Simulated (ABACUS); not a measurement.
Consider a self-consistent single point of Mo2N (R-3m, 3 atoms in the cell; from Materials Project mp-1221525, changed as shown).

```xyz
3
Lattice="1.4311 0.8263 4.9685 -1.4311 0.8263 4.9685 0.0000 -1.6525 4.9685" Properties=species:S:1:pos:R:3 pbc="T T T"
Mo     0.0000     0.0000     3.6204
Mo     0.0000     0.0000    11.2852
N      0.0000     0.0000     0.0000
```

Method: LDA (PW92), PseudoDojo 0.4 standard norm-conserving LDA (tails mended) pseudopotentials (plane waves; ABACUS).

ABACUS settings:

* **KPT**: Gamma 8 8 8 0 0 0
* **basis_type**: pw
* **dft_functional**: PWLDA
* **ecutwfc**: 84 Ry
* **smearing_method**: gaussian
* **smearing_sigma**: 0.00367493 Ry
* **potentials**: PseudoDojo 0.4 standard norm-conserving LDA (tails mended)
* **symmetry**: 1
* **symmetry_prec**: 1e-05
* **ks_solver**: dav_subspace
* **scf_nmax**: 100
* **scf_thr**: 1.0e-09 Ry
* **mixing_type**: broyden
* **mixing_beta**: 0.7

Results:

```
Quantity                                                  Value
------------------------------------------------  -------------
Number of valence electrons                                  33
Number of bands                                              27
Number of k-points after the program's reduction             65
Number of plane waves (most at a k-point)                  3110
Number of SCF iterations                                      9
FFT grid                                           60 × 60 × 60
Free energy E − TS                                -4112.9948 eV
Fermi level (on the code's own zero)                   21.19 eV
Pressure                                              -5.57 GPa
Largest force (vector length)                        0.223 eV/Å
```

Forces (eV/Å):
| atom | Fx | Fy | Fz |
|---|---|---|---|
| Mo1 | 0.000 | 0.000 | 0.223 |
| Mo2 | 0.000 | 0.000 | -0.223 |
| N3 | 0.000 | 0.000 | 0.000 |

Stress (GPa, positive for compression):
```
-4.39   0.00   0.00
 0.00  -4.39   0.00
 0.00   0.00  -7.93
```

For comparison: a first run was changed to give this one (volume scaled by 0.98), and from it to this one the free energy drops by 13.2 meV/atom, the pressure goes from -11.94 to -5.57 GPa and the largest force goes from 0.324 to 0.223 eV/Å.

The structure comes from a collection of computed structures, made at another level of theory; the collection holds predicted forms beside known ones. No clean gap shows at this smearing width and mesh (spacing up to 0.32 Å⁻¹); the mesh is coarse for partly filled bands, so the values carry mesh errors.

Cost on one core: about 8 core-minutes (a rough figure).

“Tails mended”: in these copies of the files the far tail of each local potential was reset to the Coulomb form.
